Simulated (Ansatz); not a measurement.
The start is a relaxed Si2Ni cell displaced along its unstable phonon at q = Γ (171i cm⁻¹), largest move 0.15 Å. The structure is fully relaxed (lattice and positions, P = 0) with PBE (plane waves to 420 eV, PAW, scalar-relativistic; Ansatz, a quantum-chemistry and plane-wave program). First-step values are on the input's coarse k-mesh.

Ansatz input (later rounds restart from its end on a renewed k-mesh):
Ansatz 0.2 input:
```yaml
crystal:
  lattice:
    - [4.1968692371, 0, 0]
    - [-2.0984346186, 3.6345953757, 0]
    - [0, 0, 5.1211723329]
  atoms:
    - { symbol: Ni, position: [0.3333333333, 0.6666666667, 0.2334988952] }
    - { symbol: Ni, position: [0.6666666667, 0.3333333333, 0.7334988952] }
    - { symbol: Si, position: [0, 0, 0.0292901684] }
    - { symbol: Si, position: [0, 0, 0.5292901684] }
    - { symbol: Si, position: [0.3333333333, 0.6666666667, 0.7551943366] }
    - { symbol: Si, position: [0.6666666667, 0.3333333333, 0.2551943366] }
basis: { ecutwfc: 420, ecutrho_ratio: 4, xc_grid: 2, fft_grid_basis: typed }
kpoints: { mp_grid: { grid: [9, 9, 7] } }
hamiltonian:
  xc: pbe
  dispersion: none
  pseudopotentials: { azcp: { folder: ./paw }, kind: paw }
scf: { occupations: { method: fermi_dirac, width: 0.05 } }
relax: { f_tol: 0.01, max_steps: 100, cell: { stress_tol: 0.02 } }
output: { forces: true, stress: true }
```

Q: Which atoms feel the largest initial force, and how large is it?

A: 0.50 eV/Å, on Ni1, Ni2 (atoms numbered as listed).

Q: By how much does the energy per atom fall from start to end?

A: 0.34 eV/atom.

Q: How does the volume per atom move from start to end?

A: +8.8 %, from 13.02 to 14.17 Å³/atom.

Q: Is the parent structure recovered?

A: It does not go back: it reaches P6₃mc (No. 186), 0.36 eV/atom below the parent.

Q: What band gap does the relaxed structure have at this level?

A: No gap (metallic).

Q: Write out the relaxed structure.

A: 
```cif
data_Ni2Si4
_chemical_formula_sum 'Ni2 Si4'
_space_group_name_H-M_alt 'P63mc'
_space_group_IT_number 186
_space_group_name_Hall 'P 6c -2c'
_cell_length_a 3.81106
_cell_length_b 3.81106
_cell_length_c 6.75796
_cell_angle_alpha 90.000
_cell_angle_beta 90.000
_cell_angle_gamma 120.000
loop_
_atom_site_label
_atom_site_type_symbol
_atom_site_symmetry_multiplicity
_atom_site_Wyckoff_symbol
_atom_site_fract_x
_atom_site_fract_y
_atom_site_fract_z
_atom_site_occupancy
Ni1 Ni 2 b 0.33333 0.66667 0.36455 1
Si1 Si 2 a 0.00000 0.00000 0.41378 1
Si2 Si 2 b 0.66667 0.33333 0.20369 1
```

Final values are on a 14×14×7 k-mesh of the relaxed cell. No spin polarisation in the result. A magnetic state may lie lower.

The run could not lose the symmetry of its start, so the end can be a saddle point.

The relaxed structure here is a generated cell of Si2Ni: the first start was made by placing the elements on the sites of a structure type, and the end was not matched to a known phase here, so it may be hypothetical. Known forms of Si2Ni include space group No. 225.
